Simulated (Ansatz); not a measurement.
TiC (rock salt, space group No. 225) at seven volumes, PBE in the plane-wave PAW code Ansatz, scaled uniformly. One row is withheld.

| V (Å³/atom) | P (GPa) |
|---|---|
| 9.251 | 28.47 |
| 9.556 | 17.50 |
| 9.861 | 8.08 |
| 10.166 | -0.02 |
| 10.471 | -6.98 |
| 10.776 | ? |
| 11.081 | -18.13 |

**Question.** Fit the shown pressures and predict the withheld one.

**Answer.** P = (3/2)B₀(x^(7/2) − x^(5/2))[1 + (3/4)(B′ − 4)(x − 1)] with x = (V₀/V)^(2/3). Least squares on the six rows gives V₀ = 10.165 Å³/atom, B₀ = 250 GPa, B′ = 4.02. At V = 10.776, x = 0.9618 and P = -12.98 GPa. The run itself gave -12.98 GPa.

Space group Fm-3m (rock salt). The PBE relaxation kept the symmetry of its start. No spin polarisation was allowed.

Potentials: the earlier of the program's two PAW sets.
